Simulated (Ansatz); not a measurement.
Several occupations of a AlB2 lattice at one composition, 1 Hf, 1 Mg, 4 Mo; 12 B. Sites, in fractions of the cell 4.559 -2.632 0.000; -4.559 -2.632 0.000; 0.000 0.000 -6.565 Å:

| cell | sites |
| --- | --- |
| all | B (0.00 0.67 0.25), B (0.00 0.67 0.75), B (0.33 0.33 0.25), B (0.33 0.33 0.75), B (0.33 1.00 0.25), B (0.33 1.00 0.75), B (0.67 0.67 0.25), B (0.67 0.67 0.75), B (0.67 1.00 0.25), B (0.67 1.00 0.75), B (1.00 0.33 0.25), B (1.00 0.33 0.75), Mo (0.33 0.67 0.50), Mo (0.67 0.33 0.50) |
| 1 | Hf (0.00 0.00 0.50), Mg (0.00 0.00 0.00), Mo (0.33 0.67 0.00), Mo (0.67 0.33 0.00) |
| 2 | Hf (0.00 0.00 0.00), Mg (0.33 0.67 0.00), Mo (0.00 0.00 0.50), Mo (0.67 0.33 0.00) |
| 3 | Hf (0.67 0.33 0.00), Mg (0.00 0.00 0.50), Mo (0.00 0.00 0.00), Mo (0.33 0.67 0.00) |

Each was relaxed without symmetry on coarser meshes and computed once more. Computed with Ansatz 0.2.0, DFT PBE, scalar-relativistic, plane waves, PAW.

Settings: cutoff 420 eV, Γ-centred mesh 7×7×5 on the computed 18-atom cell, Gaussian smearing of 0.10 eV; no spin polarisation.

Warren–Cowley parameters of the first shell of the sublattice with most elements (negative: unlike neighbours preferred):
| cell | Hf-Mo | Mg-Mo | Hf-Mg |
| --- | --- | --- | --- |
| 1 | -0.12 | -0.12 | -0.50 |
| 2 | 0.06 | 0.06 | -1.25 |
| 3 | -0.50 | -0.50 | 1.00 |

Forces of up to 0.09 eV/Å remain on the final mesh.

Problem. Which occupation is lowest in energy, and by how much?

Solution. Cells 1, 3 are lowest, within 8 meV/atom of each other and so too close to rank here.
| cell | E − E(lowest) (meV/atom) | V (Å³/atom) |
| --- | --- | --- |
| 1 | 0.0 | 9.03 |
| 3 | 3.4 | 9.02 |
| 2 | 14.6 | 9.03 |

The final mesh leaves forces up to 0.09 eV/Å and stresses up to 0.8 GPa: the relaxation ran on a coarser mesh, so the cell's shape, its bonds and its energy belong partly to that mesh.

Spin–orbit coupling is left out, which can shift energies with elements as heavy as these.

Cost: 6 runs of about 15 core-minutes in all (earlier runs that led there not counted), on AMD EPYC 7B13 (Zen 3) (shared hosts).